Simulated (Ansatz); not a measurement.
**Ba₂Cd: computed DOS**

Space group I4/mmm (No. 139). a = 4.288 Å, b = 4.288 Å, c = 15.463 Å, α = 90.00°, β = 90.00°, γ = 90.00°
```csv
atom,site,symmetry,x,y,z
Ba,4e,4mm,0.5000,0.5000,0.1305
Cd,2a,4/mmm,0.0000,0.0000,0.0000
```

The runs use the primitive cell with vectors (-2.144, 2.144, 7.731), (2.144, -2.144, 7.731), (2.144, 2.144, -7.731) Å, to which the k mesh refers.

The cell is the one relaxed in the Materials Project (mp-8093), not relaxed further here; entries there can be hypothetical.

Spin–orbit coupling is left out, though it moves levels of the heavy atoms by tenths of an eV or more.

These are results of Ansatz 0.2.0, DFT, LDA, all-electron LAPW, scalar-relativistic, not measurements.

Numerical set-up: a Γ-centred 12×12×12 k mesh, Fermi–Dirac smearing of 0.03 eV, basis error target 1 meV/atom, no spin polarisation.

States per eV and cell, averaged over 0.4 eV, from -8.6 to 2.0 eV, with energies (bin centres) from the Fermi level; empty bins are left out. The partial columns, the largest 4 alone, are projections on Löwdin-orthogonalised atomic shells (those that the program's projection atoms carry: the occupied ones and, for some elements, an empty d or f shell; other empty shells have no column), summed over atoms of an element. Weights on diffuse s and p shells depend on that basis and aren't pure angular character.

```csv
E (eV),total,Cd 4d,Ba 6s,Cd 5s,Ba 5p
-8.5,24.60,24.51,0.02,0.00,0.04
-8.1,0.40,0.40,0.00,0.00,0.00
-4.5,0.20,0.00,0.09,0.10,0.00
-4.1,0.86,0.00,0.32,0.48,0.03
-3.7,1.19,0.00,0.29,0.82,0.04
-3.3,2.10,0.00,0.16,1.79,0.05
-2.9,0.65,0.00,0.01,0.58,0.00
-2.1,0.07,0.00,0.06,0.00,0.00
-1.7,0.32,0.00,0.29,0.01,0.01
-1.3,1.47,0.00,1.19,0.09,0.02
-0.9,2.00,0.00,1.38,0.13,0.03
-0.5,3.23,0.00,1.01,0.11,0.02
-0.1,3.72,0.01,1.31,0.13,0.02
0.3,2.38,0.00,0.26,0.07,0.00
0.7,4.91,0.00,0.46,0.03,0.01
1.1,6.23,0.00,0.32,0.03,0.01
1.5,3.15,0.00,0.10,0.02,0.00
1.9,5.61,0.00,0.14,0.03,0.00
```

(1) Where is the centre of the filled Cd 4d states between -14 eV and the top of the filled states?

Answers

(1) -8.40 eV from the Fermi level.
